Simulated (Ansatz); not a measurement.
How far is PAW off for Ag?

```
Ag
1.0
     0.00000    2.04310    2.04310
     2.04310    0.00000    2.04310
     2.04310    2.04310    0.00000
Ag
1
Cartesian
  0.0000 0.0000 0.0000
```

The cell comes from COD entry 9008459, which wasn't checked; take it as a given geometry.

Methods: DFT, LDA, PAW with Ansatz's default frozen-core files, scalar-relativistic (Ansatz 0.2.0); DFT, LDA, all-electron PAW with datasets made for the crystal, scalar-relativistic (Ansatz 0.2.0); DFT, LDA, all-electron LAPW, scalar-relativistic (Ansatz 0.2.0).

For PAW: a Γ-centred 15×15×15 k mesh, Fermi–Dirac smearing of 0.05 eV, cutoff 420 eV, no spin polarisation; the PAW files were made with PBE, and the program remakes their frozen cores for this functional. The crystal-made all-electron datasets (AE datasets) take a cutoff of 260 eV at this cell. LAPW targets a basis error of 1 meV/atom. The Ansatz runs share mesh, smearing and spin set-up. Plane-wave (PAW) pressures include the program's estimate of the Pulay term.

Stress and pressure are positive in compression.

Levels count from the Fermi level.

```csv
quantity,PAW,AE datasets,LAPW
pressure (GPa),-7.45,-7.45,-7.45
highest filled level at L (eV),-0.571,-0.574,-0.574
lowest empty level at L (eV),3.412,3.415,3.415
highest filled level at Γ (eV),-3.820,-3.821,-3.821
lowest empty level at Γ (eV),15.776,15.765,15.765
highest filled level at X (eV),-2.804,-2.803,-2.803
lowest empty level at X (eV),1.403,1.398,1.398
```

PAW's pressure differs from the LAPW value by about 0.01 GPa or less.
